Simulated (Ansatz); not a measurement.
AlNi:
```xyz
2
Lattice="2.8932 0.0000 0.0000 0.0000 2.8932 0.0000 0.0000 0.0000 2.8932" Properties=species:S:1:pos:R:3 pbc="T T T"
Al     0.0000     0.0000     0.0000
Ni     1.4466     1.4466     1.4466
```

Relaxed with PBE. Special points in fractions of this cell's reciprocal vectors: Γ (0.000, 0.000, 0.000); X (0.000, 0.500, 0.000); M (0.500, 0.500, 0.000); R (0.500, 0.500, 0.500).

Q: List the band energies nearest the Fermi level at these points for plane-wave PAW PBE (Ansatz code).

A: In eV from the Fermi level; about four levels below and three above (degenerate sets whole), none deeper than 8.9 eV; points with the same levels are listed once.

```json
[
 {"k": "Γ", "below": "-3.15 -3.15 -1.48 -1.48 -1.48", "above": "5.45 5.45 5.45"},
 {"k": "X", "below": "-2.18 -2.18 -1.39 -0.60", "above": "8.23 9.92 9.92"},
 {"k": "M", "below": "-2.84 -2.84 -2.00 -2.00 -0.96", "above": "1.46 2.46 12.14"},
 {"k": "R", "below": "-4.01 -4.01 -4.01 -0.93 -0.93", "above": "2.00 2.00 2.00"}
]
```

Space group Pm-3m (CsCl type). Symmetry was held in the PBE relaxation; phonons on a q-mesh show no instability. The workflow began spin-polarised and lost its moments.

Potentials: the later of the program's two PAW sets.
